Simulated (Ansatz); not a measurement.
Al$_{2}$ZnS$_{4}$:
```
Al2ZnS4
1.0
    0.00000     4.98708     4.98708
    4.98708     0.00000     4.98708
    4.98708     4.98708     0.00000
Al Zn S
4 2 8
Direct
  0.62500   0.62500   0.12500
  0.62500   0.12500   0.62500
  0.62500   0.62500   0.62500
  0.12500   0.62500   0.62500
  0.25000   0.25000   0.25000
  0.00000   0.00000   0.00000
  0.84779   0.38407   0.38407
  0.86593   0.86593   0.40221
  0.38407   0.84779   0.38407
  0.86593   0.86593   0.86593
  0.38407   0.38407   0.38407
  0.86593   0.40221   0.86593
  0.38407   0.38407   0.84779
  0.40221   0.86593   0.86593
```

Relaxed with PBEsol. Special points in fractions of this cell's reciprocal vectors: Γ (0.000, 0.000, 0.000); X (0.500, 0.000, 0.500); U (0.625, 0.250, 0.625); K (0.375, 0.375, 0.750); L (0.500, 0.500, 0.500); W (0.500, 0.250, 0.750).

Q: List the band energies nearest the valence-band maximum at these points for the program Ansatz at the PBEsol level (PAW).

A: In eV from the valence-band maximum; about four levels below and three above (degenerate sets whole), none deeper than 8.9 eV; points with the same levels are listed once.

```
k                                below                above
-  -----------------------------------  -------------------
Γ  -0.43 -0.43 -0.43 -0.03 -0.03 -0.03       2.37 2.37 2.37
X              -0.64 -0.64 -0.45 -0.45  4.35 4.35 4.65 4.65
U              -1.12 -0.90 -0.71 -0.20       3.97 4.59 4.61
L              -0.34 -0.34 -0.32 -0.32  3.31 3.51 3.73 3.73
W              -0.84 -0.84 -0.55 -0.55  4.41 4.41 4.74 4.74
```

Space group Fd-3m (spinel). The first step of the workflow began from a Materials Project structure, measured or hypothetical; the Crystallography Open Database files this formula in space group No. 227, but the cells were not matched. Its standing as an ambient phase is unchecked. The cell was relaxed with PBEsol under the symmetry of its start; its stability against distortions is not shown here.

Potentials: the later of the program's two PAW sets.
